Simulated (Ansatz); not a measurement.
Relaxed-ion elastic tensor of Mg (9R (Sm type), R-3m) in GPa (Voigt order), the program Ansatz at the LDA level (PAW); density 1.86 g/cm³, 21.65 Å³ per atom.

```tsv
	1	2	3	4	5	6
1	66.9	28.3	23.2	-0.1	0.0	0.0
2	28.3	66.9	23.2	0.1	0.0	0.0
3	23.2	23.2	72.9	0.0	0.0	0.0
4	-0.1	0.1	0.0	20.3	0.0	0.0
5	0.0	0.0	0.0	0.0	20.3	-0.1
6	0.0	0.0	0.0	0.0	-0.1	19.3
```

Is the crystal mechanically stable?

Yes: the smallest eigenvalue of C is 19.3 GPa.

Work out the Voigt, Reuss and Hill averages.

K_V = 39.6, K_R = 39.6, K_H = 39.6; G_V = 20.8, G_R = 20.6, G_H = 20.7 GPa.

Give Young's modulus, Poisson's ratio, Pugh's ratio and the universal anisotropy index.

E = 9KG/(3K + G) = 52.9 GPa; ν = 0.28; K/G = 1.91 (ductile by the Pugh limit of 1.75); A_U = 5G_V/G_R + K_V/K_R − 6 = 0.04.

Estimate the sound speeds and the Debye temperature.

v_l = √((K + 4G/3)/ρ) = 6000 m/s, v_t = √(G/ρ) = 3330 m/s, mean 3710 m/s; Θ = (h/k)(3n/4πV)^(1/3) v_m = 397 K.

How much does each axis shrink under pressure?

Linear compressibilities β_i = Σ_j S_ij (j = 1 to 3): x 8.5, y 8.5, z 8.3 per TPa.

The workflow started from a Materials Project entry (that database holds measured and hypothetical structures alike); the Crystallography Open Database copy checked does not list it. It is not the phase usual at ambient conditions (space group No. 194). The cell was relaxed with LDA under the symmetry of its start; its stability against distortions is not shown here. As this level gives no gap, shear constants depend on the k-mesh and smearing (Fermi–Dirac, 0.1 eV here).

Potentials: the earlier of the program's two PAW sets. The files were generated under PBE; for other functionals the program regenerates the frozen cores, and for LDA and PBEsol the local potential too.
